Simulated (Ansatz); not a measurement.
**Gd: relaxation of cell and atoms**

The calculation used DFT, PBE, PAW with Ansatz's default frozen-core files, scalar-relativistic (Ansatz 0.2.0).

Command: `ansatz run input.yaml --threads 1 --pin off --max-ram 3072MiB --backend cpu --events-out ev --progress --plain --runs-dir out` The run took about 130 s on 1 thread of a shared machine.

```yaml
crystal:
  lattice:
    - [3.3401753117, 0.0, 0.0]
    - [-1.6700876558, 2.892676673, 0.0]
    - [0.0, 0.0, 5.4110840049]
  atoms:
    - { symbol: Gd, position: [0.3333333333, 0.6666666667, 0.25], spin: 7.0 }
    - { symbol: Gd, position: [0.6666666667, 0.3333333333, 0.75], spin: 7.0 }
magnetization:
  spin_polarized: true
kpoints:
  mp_grid: { grid: [14, 14, 8] }
scf:
  occupations: { method: fermi_dirac, width: 0.05 }
hamiltonian:
  xc: pbe
  pseudopotentials: { kind: paw }
output:
  forces: true
  stress: true
relax:
  f_tol: 0.005
  max_steps: 80
  cell: {}
```

Where the f shell is localised, expect the real compound to differ from this run without U.

Spin–orbit coupling is left out, though it moves levels of the heavy atoms by tenths of an eV or more.

The run is spin-polarised from parallel moments and ends with 15.34 μB in the cell; other orders may lie lower.

The cell is built from the hcp type as a first guess.

The cutoff is 420 eV; energies and pressures of the walk include the program's estimate of the Pulay term.

Each frame lists the cell vectors (Å), then Cartesian positions (Å); symmetry keeps all forces zero. Free energies count from the first step, -18663.9698 eV.

The walk took 8 evaluations in all; steps that aren't listed are left out.

Step 1: E = 0.0 meV, P = 12.03 GPa

```
cell 3.3402 0.0000 0.0000 -1.6701 2.8927 0.0000 0.0000 0.0000 5.4111
Gd    0.0000    1.9285    1.3528
Gd    1.6701    0.9642    4.0583
```

Step 2: E = -387.1 meV, P = 4.26 GPa

```
cell 3.5031 0.0000 0.0000 -1.7515 3.0338 0.0000 0.0000 0.0000 5.6631
Gd    0.0000    2.0225    1.4158
Gd    1.7515    1.0113    4.2473
```

Step 3: E = -462.6 meV, P = 0.35 GPa

```
cell 3.6164 0.0000 0.0000 -1.8082 3.1319 0.0000 0.0000 0.0000 5.7944
Gd    0.0000    2.0879    1.4486
Gd    1.8082    1.0440    4.3458
```

Step 4: E = -463.1 meV, P = 0.00 GPa

```
cell 3.6266 0.0000 0.0000 -1.8133 3.1407 0.0000 0.0000 0.0000 5.8082
Gd    0.0000    2.0938    1.4521
Gd    1.8133    1.0469    4.3562
```

Step 5: E = -481.4 meV, P = 0.57 GPa (the cell of the step before, solved again on a basis chosen afresh, hence the jump)

Step 6: E = -483.1 meV, P = 0.11 GPa

```
cell 3.6438 0.0000 0.0000 -1.8219 3.1556 0.0000 0.0000 0.0000 5.8309
Gd    0.0000    2.1037    1.4577
Gd    1.8219    1.0519    4.3732
```

How does the relaxation end?

It converges, with a = 3.649 Å, b = 3.649 Å, c = 5.837 Å, α = 90.00°, β = 90.00°, γ = 120.00° (conventional cell, space group P6_3/mmc). The last solve (on a basis chosen afresh for the final cell, so its energy is not quite comparable) gives E = -483.4 meV, P = -0.01 GPa:
```
cell 3.6485 0.0000 0.0000 -1.8243 3.1597 0.0000 0.0000 0.0000 5.8366
Gd    0.0000    2.1065    1.4591
Gd    1.8243    1.0532    4.3774
```
